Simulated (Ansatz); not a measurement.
TiO:
```cif
data_O5Ti5
_chemical_formula_sum 'Ti5 O5'
_space_group_name_H-M_alt 'P 1'
_space_group_IT_number 1
_cell_length_a 5.08419
_cell_length_b 5.08419
_cell_length_c 5.83653
_cell_angle_alpha 74.119
_cell_angle_beta 105.881
_cell_angle_gamma 132.085
loop_
_space_group_symop_operation_xyz
  'x, y, z'
loop_
_atom_site_label
_atom_site_type_symbol
_atom_site_fract_x
_atom_site_fract_y
_atom_site_fract_z
_atom_site_occupancy
Ti1 Ti 0.00000 0.00000 0.50000 1
Ti2 Ti 0.34124 0.65876 0.17736 1
Ti3 Ti 0.65876 0.34124 0.82264 1
Ti4 Ti 0.35508 0.64492 0.67224 1
Ti5 Ti 0.64492 0.35508 0.32776 1
O1 O 0.17423 0.82577 0.34686 1
O2 O 0.82577 0.17423 0.65314 1
O3 O 0.17655 0.82345 0.83093 1
O4 O 0.82345 0.17655 0.16907 1
O5 O 0.50000 0.50000 0.00000 1
```

Relaxed with r²SCAN.

Tabulate the valence density and the electron localisation function along the shortest Ti–Ti contact (2.69 Å), the program Ansatz at the r²SCAN level (PAW).



```
distance from Ti (Å)  density (e/Å³)   ELF
--------------------  --------------  ----
0.27                            9.07  0.22
0.40                            7.20  0.51
0.54                            4.72  0.65
0.67                            2.48  0.61
0.81                            1.10  0.43
0.94                            0.53  0.23
1.08                            0.35  0.18
1.21                            0.29  0.22
1.35                            0.27  0.25
1.48                            0.29  0.21
1.62                            0.35  0.17
1.75                            0.53  0.22
1.88                            1.09  0.42
2.02                            2.47  0.61
2.15                            4.71  0.66
2.29                            7.20  0.52
2.42                            9.07  0.22
```

The density is the valence pseudo-density with augmentation charge, so density and ELF within about 1 Å of a nucleus are not all-electron values.

Space group C2/m. The workflow started from an entry of the Crystallography Open Database (COD), which files this formula under 2 space groups. Its standing as an ambient phase is unchecked. Symmetry was held in the r²SCAN relaxation; its stability against distortions is not shown here. The run is not spin-polarised.

Potentials: the later of the program's two PAW sets.
